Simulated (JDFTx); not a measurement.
```yaml
surface: Pt(110)
bulk: Pt, Fm-3m, lattice of mp-126 (not re-optimised)
slab: 8 atoms in 8 planes, 1x1, 9.6 Å between the outermost planes
in-plane cell: 2.788 × 3.943 Å, 10.99 Å²
cell_height: 25.8 Å
sampling: 8×6×1 k mesh, Fermi smearing 0.01 Ha, no spin polarisation
```

Method: PBE, GBRV ultrasoft potentials, plane waves to 20/100 Ha, in a modified build of JDFTx. Liquid on both sides: SCCS (g09 parameters), water, 0.5 M NaCl; nuclei fixed. 

Charging data:

```json
[
 {"U − U_pzc (V)": "-0.39", "σ (μC/cm²)": "-4.07"},
 {"U − U_pzc (V)": "-0.19", "σ (μC/cm²)": "-2.05"},
 {"U − U_pzc (V)": "0.00", "σ (μC/cm²)": "0.00"}
]
```

A calculation by hand: a check of Lippmann's equation. The grand free energy per area against the neutral slab, Δγ = [F(N) − F(N₀) − μ(N − N₀)]/2A, is taken from the total energies of the same runs.

| U − U_pzc (V) | Δγ (mJ/m²) |
|---|---|
| -0.39 | -8.2 |
| -0.19 | -2.0 |
| 0.00 | 0.0 |

Δγ is largest at zero charge and falls away from it, as dγ/dU = −σ demands. At -0.39 V the computed -8.2 mJ/m² stands beside -8.0 mJ/m² from the constant-capacitance formula.
